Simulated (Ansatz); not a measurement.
An Ansatz (a first-principles code) run. Input:

Ansatz 0.2 input:
```yaml
crystal:
  lattice:
    - [3.4826226176, 0.0, 0.0]
    - [0.0, 7.5983452117, 0.0]
    - [-1.7356077715, 0.0, 6.1183079021]
  atoms:
    - { symbol: Ge, position: [0.5, 0.0, 0.0] }
    - { symbol: Ge, position: [0.5, 0.5, 0.0] }
    - { symbol: Ge, position: [0.2434026318, 0.75, 0.4867769066] }
    - { symbol: Ge, position: [0.7565973682, 0.25, 0.5132230934] }
    - { symbol: Pt, position: [0.03437091, 0.75, 0.0694053703] }
    - { symbol: Pt, position: [0.96562909, 0.25, 0.9305946297] }
    - { symbol: Pt, position: [0.8396510627, 0.9412635489, 0.6798459213] }
    - { symbol: Pt, position: [0.1603489373, 0.0587364511, 0.3201540787] }
    - { symbol: Pt, position: [0.1603489373, 0.4412635489, 0.3201540787] }
    - { symbol: Pt, position: [0.8396510627, 0.5587364511, 0.6798459213] }
kpoints:
  mp_grid: { grid: [12, 6, 7] }
hamiltonian:
  xc: r2scan
  pseudopotentials: { kind: paw }
scf:
  occupations: { method: gaussian, width: 0.05 }
checkpoint: { read: metal.run }
output: { write_density: true, elf: true, volumetric_format: npy }
basis: { fft_grid_basis: typed }
```

Output (shortened):

```
Pseudopotential: Ge, paw, valence charge 14
Pseudopotential: Pt, paw, valence charge 18
Functional definition: r2SCAN
Crystal: 10 atoms, lattice volume = 161.904 Å³
Basis set: ecut = 500 eV, 4131 PW (Γ), exchange–correlation on 108×240×192 points (64 copies of the dense FFT grid, shifted against one another)
Bands: 99, of which v1, the nominal top of the filled ones, is band 82 counted from 1 (81 counted from 0)
Symmetry: 4 space group operations
Space group: P21/m (ITA 11), of the structure as read, at distance tolerance 5.5e-5 Å
k-points: 172 of 504
Stability of the state it starts from, as read at its close in the unpolarized treatment …
iter 1 solved again at ethr=9.68e-8 eV; its pass at ethr=3.10e-3 eV (dr2=1.59e-4 eV) is discarded
SCF iter   1: F=—  HF=-92436.704073 eV  |F-HF|=—  |Δ(HF+E_count)|=         —  Δρ=5.53e-7  dr2=3.34e-10  dr2_τ=1.03e-10  ethr=9.68e-8  ⟨swp⟩=4.0  Hψ=103963  notcnv=0
preconditioner: auto → Kerker (q_TF=auto, 2.734 Å⁻¹)
SCF iter   2: F=—  HF=-92436.703927 eV  |F-HF|=—  |Δ(HF+E_count)|=   1.47e-4  Δρ=2.99e-7  dr2=1.33e-10  dr2_τ=1.14e-10  ethr=1.00e-12  ⟨swp⟩=6.7  Hψ=61570  notcnv=0
SCF iter   3: F=-92436.703927 eV  HF=-92436.703927 eV  |F-HF|=4.37e-11  |Δ(HF+E_count)|=  4.37e-11  Δρ=1.72e-7  dr2=4.00e-11  dr2_τ=1.38e-11  ethr=1.00e-12  ⟨swp⟩=1.0  Hψ=34758  notcnv=0
SCF 1 converged in 3 iterations: F = -92436.703927 eV  dr2 = 4.00e-11
SCF converged after 3 iterations
Free energy (F): -92436.703927 eV
Harris-Foulkes:  -92436.703927 eV  (|F-HF|=4.37e-11)
Internal energy: -92436.699294 eV  (E = F + TS)
E sigma→0 (E₀):  -92436.701610 eV
Entropy (-TS):   -0.004633 eV (-0.463 meV/atom)
Fermi energy:    18.186859 eV
--- Per-component energies (eV) ---
  E_band       = -1559.466629
  E_kinetic    = 4283.271690
  E_local      = -18450.978680  (includes V_loc(G=0)·N_el)
  E_nonlocal   = 2894.597268
  E_hartree    = 7485.920125
  E_xc         = -1782.072118
  E_vxc        = -2306.759389  (∫ρ·V_xc dr)
  E_paw        = -65021.798947  (= ΣΔE_a)
  E_vpaw       = -3098.069605  (= ΣTr[D̂ρ^β])
  E_aug_tail   = 0.000951  (compensation charges beyond the density's cutoff)
  E_vtau       = 146.631372  (kinetic-family band-sum trace: ∫τ·v_τ [+ j·A + Jᵃ·Aᵃ] dr)
  E_ewald      = -21839.907553
  E_core_change = -5.732030  (= ΣΔE_core)
  E_smearing   = -0.004633  (= −TS)
  E_closure    =  0.000000  (closes the sum)
  Σ components = -92436.703927   (vs F -92436.703927, Δ=0.00e0)
  [band-id]    e_kinetic+e_local+e_nonlocal+2·e_hartree+e_vxc+e_vpaw+e_augmentation_tail+e_vtau = -1559.466143   (vs E_band -1559.466629, Δ=4.86e-4)
--- Band table (eV; the first three rows and the last of 172) ---
  k-point 0: bands = ["-82.5658", "-82.5616", "-82.5595", "-82.5563", "-82.5033", "-82.5023", "-36.3570", "-36.3492", "-36.3395", "-36.3312", "-36.2627", "-36.2204", "-36.2182", "-36.2045", "-36.1841", "-36.1764", "-36.1606", "-36.1470", "-36.1352", …
  k-point 1: bands = ["-82.5657", "-82.5616", "-82.5597", "-82.5563", "-82.5033", "-82.5023", "-36.3562", "-36.3525", "-36.3350", "-36.3297", "-36.2671", "-36.2262", "-36.2160", "-36.1988", "-36.1846", "-36.1764", "-36.1639", "-36.1462", "-36.1352", …
  k-point 2: bands = ["-82.5653", "-82.5616", "-82.5602", "-82.5563", "-82.5033", "-82.5023", "-36.3561", "-36.3539", "-36.3291", "-36.3270", "-36.2746", "-36.2357", "-36.2082", "-36.1980", "-36.1857", "-36.1764", "-36.1661", "-36.1445", "-36.1352", …
  k-point 171: bands = ["-82.5621", "-82.5621", "-82.5589", "-82.5589", "-82.5024", "-82.5024", "-36.3747", "-36.3747", "-36.2864", "-36.2864", "-36.2600", "-36.2600", "-36.2264", "-36.2264", "-36.1938", "-36.1938", "-36.1638", "-36.1638", "-36.1299", …
```

Cost: roughly 3 core-minutes on shared cores.

Space group Cmcm. The workflow started from a Materials Project entry (that database holds measured and hypothetical structures alike); the Crystallography Open Database copy checked does not list it. COD files the formula under space group No. 62, so this cell is another polymorph or a model. Its standing as an ambient phase is unchecked. Symmetry was held in the r²SCAN relaxation; whether a distortion lowers the energy is not shown. No spin polarisation was allowed. Point labels and valley counts follow the cell and symmetry of the run, lower than the named group. Spin–orbit coupling is left out wherever it is not named.

Potentials: the later of the program's two PAW sets.

Ansatz is a plane-wave DFT program.
